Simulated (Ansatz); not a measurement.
A geometry of SnO2 away from equilibrium: step 3 of the relaxation of a generated trial cell of SnO2 in the tetragonal-ZrO2 structure type. Computed with r2SCAN (plane waves to 500 eV, PAW, scalar-relativistic; Ansatz, a quantum-chemistry and plane-wave program). Γ-centred k-mesh 7×7×5 on the run's cell (coarser than for final values), Fermi–Dirac smearing 0.05 eV. The plane waves were selected for a different cell earlier on the path.

```yaml
crystal:
  lattice:
    - [3.53089, 0.00000, 0.00000]
    - [0.00000, 3.53089, 0.00000]
    - [0.00000, 0.00000, 5.33144]
  atoms:
    - { symbol: Sn, position: [0.00000, 0.00000, 0.00000] }
    - { symbol: Sn, position: [0.50000, 0.50000, 0.50000] }
    - { symbol: O, position: [0.00000, 0.50000, 0.19047] }
    - { symbol: O, position: [0.00000, 0.50000, 0.69047] }
    - { symbol: O, position: [0.50000, 0.00000, 0.30953] }
    - { symbol: O, position: [0.50000, 0.00000, 0.80953] }
```

What forces act on the atoms (eV/Å)?


```
atom    Fx    Fy     Fz
----  ----  ----  -----
Sn1   0.00  0.00   0.00
Sn2   0.00  0.00   0.00
O3    0.00  0.00  -0.37
O4    0.00  0.00  -0.37
O5    0.00  0.00   0.37
O6    0.00  0.00   0.37
```

The path ends in P4₂/nmc (No. 137). No spin polarisation in the result.

The run could not lower the symmetry of its start; a shaken copy of this end point relaxes with r2SCAN to C2/c (No. 15), 0.025 eV/atom lower.

The end of the path is a generated cell of SnO2: the first start was made by placing the elements on the sites of a structure type, and the end was not matched to a known phase here, so it may be hypothetical. Known forms of SnO2 include space group No. 136.
